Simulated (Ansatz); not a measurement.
Name crystals whose computed values (the program Ansatz at the PBEsol level (PAW)) fall in these windows: Θ_D (K) 400 to 540; G_Hill (GPa) 89 to 110; B₀ by P(V) fit (GPa) 170 to 240.



```
crystal                                         Θ_D (K)  G_Hill (GPa)  B₀ by P(V) fit (GPa)
----------------------------------------------  -------  ------------  --------------------
SiRh, Pnma (Si on 4c, Rh on 4c)                     491          99.4                   206
AlRh, CsCl type                                     502           104                   212
SiMo2C, P6_3/mmc (Si on 2d, Mo on 4f, C on 2a)      517          99.6                   236
Ni, fcc (Cu type)                                   518           108                   231
Ni, hcp (Mg type)                                   472          89.2                   227
```
Others may fit too.

Spin orders computed, not proven ground states: Ni, fcc (Cu type) ferromagnetic; Ni, hcp (Mg type) ferromagnetic. Typed or built starts, not in the databases checked: SiMo2C, P6_3/mmc (Si on 2d, Mo on 4f, C on 2a). Not the usual ambient phase: Ni, hcp (Mg type). Standing as an ambient phase not checked: SiRh, Pnma (Si on 4c, Rh on 4c); AlRh, CsCl type. All cells were relaxed under the symmetry of their starts (and spin orders); stability against distortions was not tested throughout. Rows with no word on spin ran without spin polarisation. Spin–orbit coupling is left out wherever it is not named.

Potentials: the earlier of the program's two PAW sets.
